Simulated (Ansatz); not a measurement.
The cell below belongs to a search over invented structures; it isn't taken from experiment.

Input and command of a plane-wave DFT calculation in Ansatz:

```yaml
crystal:
  lattice:
    - [3.20753894, 0.0, 0.0]
    - [-1.60376947, 2.7778102, 0.0]
    - [0.0, 0.0, 24.83568071]
  atoms:
    - { symbol: Hf, position: [0.33333333, 0.66666667, 0.0] }
    - { symbol: Hf, position: [0.66666667, 0.33333333, 0.5] }
    - { symbol: Pd, position: [0.66666667, 0.33333333, 0.24876119] }
    - { symbol: Pd, position: [0.66666667, 0.33333333, 0.75123881] }
    - { symbol: Se, position: [0.66666667, 0.33333333, 0.93818729] }
    - { symbol: Se, position: [0.0, 0.0, 0.81315672] }
    - { symbol: Br, position: [0.0, 0.0, 0.68936138] }
    - { symbol: Br, position: [0.0, 0.0, 0.18684328] }
    - { symbol: O, position: [0.0, 0.0, 0.31063862] }
    - { symbol: O, position: [0.33333333, 0.66666667, 0.43805824] }
    - { symbol: O, position: [0.66666667, 0.33333333, 0.06181271] }
basis:
  ecutwfc: 420
kpoints:
  mp_grid: { grid: [4, 4, 1] }
hamiltonian:
  xc: pbe
scf:
  occupations: { method: gaussian, width: 0.15 }
  lower_state_search: "off"
output:
  forces: true
  stress: true
  eigenvalues: true
relax:
  adjacent_minimum: "off"
  f_tol: 0.08
  max_steps: 32
  cell: { stress_tol: 0.8 }
```

```bash
ansatz run input.yaml --threads 1 --pin off --max-ram 2816MiB --backend cpu --events-out ev --progress --plain --runs-dir out
```

Processor: Intel(R) Xeon(R) 6975P-C (Granite Rapids), 1 thread, on a host shared with other jobs.

How long does it run, and how much memory does it take?

About 3.7 min, peak memory 0.58 GiB. It solves 92 bands at 4 k points (after reduction by symmetry) with about 4579 plane waves (on the last cell), in 470 SCF iterations over 27 ionic steps.
